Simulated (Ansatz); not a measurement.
This cell of Ag (fcc, Cu type) is off equilibrium:

```xyz
4
Lattice="4.1486 0.0000 0.0000 0.0000 4.1486 0.0000 0.0000 0.0000 4.1486" Properties=species:S:1:pos:R:3 pbc="T T T"
Ag     0.2360     0.0000     0.0000
Ag     2.0743     2.0743     0.0000
Ag     2.0743     0.0000     2.0743
Ag     0.0000     2.0743     2.0743
```

Level of theory: PBE (plane waves to 420 eV, PAW, scalar-relativistic; Ansatz, an electronic-structure program). k mesh 9×9×9 (Γ-centred), Fermi-Dirac smearing 0.05 eV. Energies are smeared free energies. Compression counts positive. With partly filled bands, energies and forces of such displacements shift with the k mesh and the smearing. On this mesh the relaxed cell isn't quite at rest: it carries a pressure of -0.1 GPa (compression positive) at the zero of the scan. Ag was relaxed with its symmetry unable to fall.

Problem. What forces act on the atoms (eV/Å, Cartesian)?

Solution. 
```
atom      Fx     Fy     Fz
----  ------  -----  -----
Ag1   -1.139  0.000  0.000
Ag2    0.592  0.000  0.000
Ag3    0.592  0.000  0.000
Ag4   -0.045  0.000  0.000
```

Problem. What is the stress tensor (GPa)?

Solution. 
```
    1.2      0.0      0.0
    0.0      1.2      0.0
    0.0      0.0      1.2
```
The pressure, a third of the trace, is 1.2 GPa.

Problem. In it atom 1 sits (0.236, 0.000, 0.000) Å away from its relaxed site. What is its energy relative to the relaxed cell?

Solution. 131 meV/cell.

(A displaced cell: forces are minus the slopes of the energy, force constants its curvatures, and phonons follow from these.)
